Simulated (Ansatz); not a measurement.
## Calculated electric field gradients for NiGe

The cell is an entry of the Crystallography Open Database (COD), its atoms then relaxed with PBE in this cell.

```
CELL_PARAMETERS angstrom
5.38100 0.00000 0.00000
0.00000 3.42800 0.00000
0.00000 0.00000 5.81100
ATOMIC_POSITIONS crystal
Ni 0.99359 0.75000 0.18901
Ni 0.00641 0.25000 0.81099
Ni 0.50641 0.25000 0.68901
Ni 0.49359 0.75000 0.31099
Ge 0.81143 0.75000 0.58603
Ge 0.18857 0.25000 0.41397
Ge 0.68857 0.25000 0.08603
Ge 0.31143 0.75000 0.91397
```

Sites (sets of like atoms) are named by element and the number of their first atom in this list.

All values are calculated (Ansatz; DFT, r2SCAN, plane waves and PAW, scalar-relativistic, collinear spin, 500 eV cutoff, Γ-centred 9×14×8 k-points, Fermi–Dirac smearing 0.05 eV), not measured. Start moments as typed (μB): 1.5 on each Ni, none on the rest.

C_Q = eQV_zz/h, which is 24.18 MHz for Q = 1 b and V_zz = 10²¹ V/m²; η = (V_xx − V_yy)/V_zz.

⁶¹Ni: I = 3/2, Q = 162.0 mb; ⁷³Ge: I = 9/2, Q = -196.0 mb. Nuclear quadrupole moments: year-2017 set (Pyykkö).

Problem. Which values are expected at the nuclei?

Solution. 

| site | atoms (order as listed) | first shell | V_zz (10²¹ V/m²) | η | C_Q (MHz) |
| --- | --- | --- | --- | --- | --- |
| Ni | 1, 2, 3, 4 | 6 Ge at 2.34–2.51 Å, 4 Ni at 2.78–2.79 Å | -1.07 | 0.84 | -4.21 |
| Ge | 5, 6, 7, 8 | 6 Ni at 2.34–2.51 Å, 2 Ge at 2.84 Å | -6.19 | 0.96 | 29.3 |

The program didn't check the stability of this electronic state in full, so a lower one may lie near. The run finds no gap above 0.1 eV (a metal, or nearly one), so the gradients can move by 10 % or more with the k-mesh. With these PAW files V_zz is typically within 2 to 3 % of all-electron values, but misses above 10 % occur on Ni. The start moments die out, and the run ends without spin. Where η is near 1 the sign of V_zz means little.

The run took 11 min of wall time (11 min of CPU time) and 2.5 GiB at its peak, on 1 thread of Intel Xeon Platinum 8488C (Sapphire Rapids) (x86_64; 16 cores open to the job, memory cap 3.0 GiB, no GPU), a shared host with a load of 0.3 a core.
